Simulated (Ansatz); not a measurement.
Relaxing one composition in several structure types shows which are competitive, which pressure would favour, and how volume and gap change with structure.

The reference row is CoGe, WC type, P-6m2. The reference is the lowest phase computed, which need not be the stable form in nature.

Where the numbers come from (Ansatz, a plane-wave PAW program): energy: PBE, total energy at 0 K with the change to a 700 eV cutoff added (comparable within one formula alone); volume per atom: PBE, relaxed cell; gap: PBE; bulk modulus: PBE, equation-of-state fit.

Started from generated or typed cells, with no claim that the phase is known: CoGe, CsCl type; CoGe, CrB type, Cmcm; CoGe, WC type, P-6m2; CoGe, NbAs type, I4₁md. Magnetic states: CoGe, CsCl type ferromagnetic, the lowest of the collinear orders tried. Run without spin polarisation: CoGe, CrB type, Cmcm, CoGe, WC type, P-6m2, CoGe, NbAs type, I4₁md. No gap (0.00) means none at this level, which can close a small real gap. Spin–orbit coupling is left out unless named.

Definitions used: ΔE = E − E_ref; ΔV = V − V_ref; temperature scale ΔE/k_B = 11.605 K/meV × ΔE.

| crystal | E (eV/atom) | V (Å³/atom) | gap (eV) | B₀ (GPa) | ΔE (meV/atom) | ΔV (Å³/atom) | ΔE/k_B (K) |
|---|---|---|---|---|---|---|---|
| CoGe, CsCl type | −4710.588 | 12.57 | 0.00 | 154 | 54.0 | −1.40 | 630 |
| CoGe, CrB type, Cmcm | −4710.614 | 12.76 | 0.00 | 156 | 15.4 | −1.21 | 180 |
| CoGe, WC type, P-6m2, reference | −4710.642 | 13.97 | 0.00 | 143 | 0.0 | 0.00 | 0 |
| CoGe, NbAs type, I4₁md | −4710.607 | 13.11 | 0.00 | 134 | 35.0 | −0.86 | 410 |

Problem. A slip was made in one value of «ΔE (meV/atom)» and carried on. Locate it and redo the row.

Solution. The row of CoGe, CrB type, Cmcm shows 15.4. From its own inputs, ΔE = 1000 × (−4710.614 − (−4710.642)) = 28.0 meV/atom. Carried on: ΔE/k_B: 11.605 × 28.0 = 320 K. The other rows agree with the rules.

With the correction: Ranking by ΔE, lowest first: CoGe, WC type, P-6m2 (0.0 ± 5.0), CoGe, CrB type, Cmcm (28.0 ± 5.0) ≈ CoGe, NbAs type, I4₁md (35.0 ± 5.0), CoGe, CsCl type (54.0 ± 5.0). The ± follows from allowances picked for this note (energy 0.004 eV/atom, 3 meV/atom on the figure itself), carried to first order and added in quadrature, each row's own inputs moving alone; ≈ joins neighbours closer than their two ± added in quadrature. At the edge of that rule, so that a last digit could turn the call: CoGe, NbAs type, I4₁md and CoGe, CrB type, Cmcm.

Vibrational free energy is left out, and phases that were not computed could lie lower. Rows are a sample of the computed phases of this formula. Limits of the draw: a spread of over 30 meV/atom, none over 0.9 eV/atom above the reference, within 8 meV/atom of the lowest or within 3 meV/atom of a neighbour. As a rule kept out of such tables: 4f compounds, open-shell compounds run without a Hubbard term, cells found unstable in the tests at hand, cells close to a higher symmetry, and runs set to a pressure or over 12 % in volume from the crystal's fullest run.
